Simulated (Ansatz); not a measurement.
## Property card for PtC

PtC:
```yaml
crystal:
  lattice:
    - [0.00000, 2.34805, 2.34805]
    - [2.34805, 0.00000, 2.34805]
    - [2.34805, 2.34805, 0.00000]
  atoms:
    - { symbol: Pt, position: [0.00000, 0.00000, 0.00000] }
    - { symbol: C, position: [0.25000, 0.25000, 0.25000] }
```

Space group F-43m (No. 216), zinc blende; conventional cell a = 4.696 Å, b = 4.696 Å, c = 4.696 Å, α = 90.00°, β = 90.00°, γ = 90.00°.

Method: plane-wave PAW r²SCAN (Ansatz code). The cell and atoms are relaxed at this level. Other levels are named where they apply.

Cell and energy:

- Volume per atom: 12.95 Å³
- Density: 13.28 g/cm³
- Formation energy from the elements (no fitted shifts): 0.89 eV/atom

Electronic structure:

- Electronic character = metallic (no gap)
- Density of states at the Fermi level = 0.40 states/eV per atom (mean over ±0.08 eV)
- Gap with spin–orbit coupling = none (metallic)

Mechanics:

* **Bulk modulus (Birch–Murnaghan fit)**: 233 GPa
* **Pressure derivative B′**: 4.7
* **Elastic constants (relaxed ions, GPa)**: C11 = 264, C12 = 219, C44 = 45.4
* **Mechanical stability**: stable (all eigenvalues of C positive)
* **Hill bulk and shear moduli**: 234 and 34.4 GPa
* **Young's modulus**: 98.4 GPa
* **Poisson's ratio**: 0.43
* **Debye temperature from the elastic constants**: 232 K

The start of the workflow was typed in or built on a structure type; neither database checked (COD, Materials Project) lists it. Whether it is the stable phase at ambient conditions was not checked. The cell was relaxed with r²SCAN under the symmetry of its start; its stability against distortions is not shown here. The run is not spin-polarised. Its formation energy is positive at this level, so the cell may be metastable or incomplete. As this level gives no gap, shear constants depend on the k-mesh and smearing (Fermi–Dirac, 0.1 eV here). The references are the lowest solids computed at this level, not always the standard phases. Scalar-relativistic: spin–orbit coupling is off unless named, which matters more the heavier the elements.

Potentials: the earlier of the program's two PAW sets.
